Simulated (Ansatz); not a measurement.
NaCl:
```
NaCl
1.0
    0.00000     2.84776     2.84776
    2.84776     0.00000     2.84776
    2.84776     2.84776     0.00000
Cl Na
1 1
Direct
  0.00000   0.00000   0.00000
  0.50000   0.50000   0.50000
```

Relaxed with PBE. Special points in fractions of this cell's reciprocal vectors: Γ (0.000, 0.000, 0.000); X (0.500, 0.000, 0.500); U (0.625, 0.250, 0.625); K (0.375, 0.375, 0.750); L (0.500, 0.500, 0.500); W (0.500, 0.250, 0.750).

### Question
List the band energies nearest the valence-band maximum at these points for DFT-PBE in the program Ansatz with PAW potentials.

### Answer
In eV from the valence-band maximum; about four levels below and three above (degenerate sets whole), none deeper than 8.9 eV; points with the same levels are listed once.

```tsv
k	below	above
Γ	0.00 0.00 0.00	5.00 11.00 11.00 11.00
X	-1.58 -0.57 -0.57	7.43 8.07 11.11
U	-1.34 -1.06 -0.47	8.15 8.92 10.39
L	-1.83 -0.25 -0.25	7.21 10.39 10.82 10.82
W	-1.13 -1.13 -0.71	8.68 9.59 9.59
```

Space group Fm-3m (rock salt). The PBE relaxation kept the symmetry of its start.

Potentials: the later of the program's two PAW sets.
